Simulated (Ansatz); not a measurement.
A geometry of Pd away from equilibrium: the start of the relaxation of a relaxed Pd cell displaced along its unstable phonon at q = (½, 0, 0) of its primitive reciprocal cell (60i cm⁻¹), largest move 0.15 Å. Level of theory: PBEsol (plane waves to 420 eV, PAW, scalar-relativistic; Ansatz, a quantum-chemistry and plane-wave program). Γ-centred k-mesh 7×13×13 on the run's cell (coarser than for final values), Fermi–Dirac smearing 0.05 eV.

```xyz
2
Lattice="5.1311 0.0000 0.0000 0.0000 2.5655 0.0000 0.0000 0.0000 2.5655" Properties=species:S:1:pos:R:3 pbc="T T T"
Pd     0.0000     0.0000     0.1500
Pd     2.5655     0.0000    -0.1500
```

### Question
Which atoms carry the largest force, and which way does it point?

### Answer
0.24 eV/Å, on Pd1, Pd2 (atoms numbered as listed); on Pd1 its components are (0.00, 0.00, 0.24).

### Question
What is the pressure?

### Answer
-0.7 GPa, compression positive.

No spin polarisation in the result.

The run could not lose the symmetry of its start: the end is stationary, and may be a saddle point rather than a minimum.

The end of the path is a generated cell of Pd: the first start was made by placing the elements on the sites of a structure type, and the end was not matched to a known phase here, so it may be hypothetical. Known forms of Pd include space group No. 225.
